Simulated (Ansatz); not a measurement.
Level of theory: DFT PBE, scalar-relativistic, plane waves, PAW in Ansatz 0.2.0. All cells share a 420 eV cutoff and Γ-centred k meshes spaced about 0.3 Å⁻¹ or finer (0.25 for metals, 2π included). No spin polarisation.

All energies are static (0 K, no zero-point motion).

Compare these two cells of Be₄Se₃, each relaxed at this level.

A.

```xyz
7
Lattice="4.9461 0.0000 0.0000 0.0000 4.9461 0.0000 0.0000 0.0000 4.9461" Properties=species:S:1:pos:R:3 pbc="T T T"
Be    3.7993    3.7993    1.1468
Be    3.7993    1.1468    3.7993
Be    1.1468    1.1468    1.1468
Be    1.1468    3.7993    3.7993
Se    2.4731    0.0000    2.4731
Se    0.0000    2.4731    2.4731
Se    2.4731    2.4731    0.0000
```

B.

```xyz
7
Lattice="6.2311 0.0000 0.0000 -3.1156 5.3963 0.0000 0.0000 0.0000 4.6500" Properties=species:S:1:pos:R:3 pbc="T T T"
Be    0.0000    0.0000    3.6093
Be    0.0000    0.0000    1.0407
Be    0.0000    3.5975    2.3250
Be    3.1156    1.7988    2.3250
Se    1.9762    0.0000    2.3250
Se   -0.9881    1.7114    2.3250
Se    2.1275    3.6849    2.3250
```

Task: Which form is favoured at zero pressure, and by what margin per atom?

Result: A is lower, by 5 meV/atom. A has space group P-43m (No. 215), 17.3 Å³/atom and a gap of 0.96 eV on its mesh; B has space group P-62m (No. 189), 22.3 Å³/atom and a gap of 0.69 eV. The denser one is the lower, and pressure would at first widen the difference. In A, Be is surrounded by 3 Se at 2.20 Å; around Se lie 4 Be at 2.20 Å. In B, Be on a site of symmetry 3m has 1 Be at 2.08 Å, 3 Se at 2.36 Å and 1 Be at 2.57 Å; Be on a site of symmetry -6 has 3 Se at 2.13 Å; around Se lie 2 Be at 2.13 Å and 2 Be at 2.36 Å. Both come from trial cells of a structure search, whose lowest cell (C2, 18.1 Å³/atom) lies 106 meV/atom below the lower of the two.

Kohn–Sham gaps at this level usually fall short of measured ones. With atoms moved at random, A and B came back. Some candidate types were left out of the draw beforehand, so a known form may be missing.
